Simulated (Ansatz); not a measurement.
BaTiO$_{3}$:
```
BaTiO3
1.0
    3.92632     0.00000     0.00000
    0.00000     3.92632     0.00000
    0.00000     0.00000     3.97445
Ti Ba O
1 1 3
Direct
  0.50000   0.50000   0.44110
  0.00000   0.00000   0.92873
  0.50000   0.50000   0.90752
  0.50000   0.00000   0.41433
  0.00000   0.50000   0.41433
```

Relaxed with LDA.

Task: Decompose the optical modes at the zone centre into irreducible representations, and say which are infrared and Raman allowed.

Result: Point group 4mm: Γ_opt = 3A1 + B1 + 4E. Infrared: A1, E. Raman: A1, B1, E.

Task: Assign frequencies (DFPT, the program Ansatz at the LDA level (PAW); without the LO–TO term).

Result: E 97i, A1 175, E 180, A1 264, E 289, B1 290, E 481, A1 509 cm⁻¹.

Subscripts of B labels follow the axes of the standard setting.

Space group P4mm. Symmetry was held in the LDA relaxation. At this level the phase is dynamically unstable (imaginary phonons). The run is not spin-polarised. Spin–orbit coupling is left out wherever it is not named.

Potentials: the later of the program's two PAW sets.
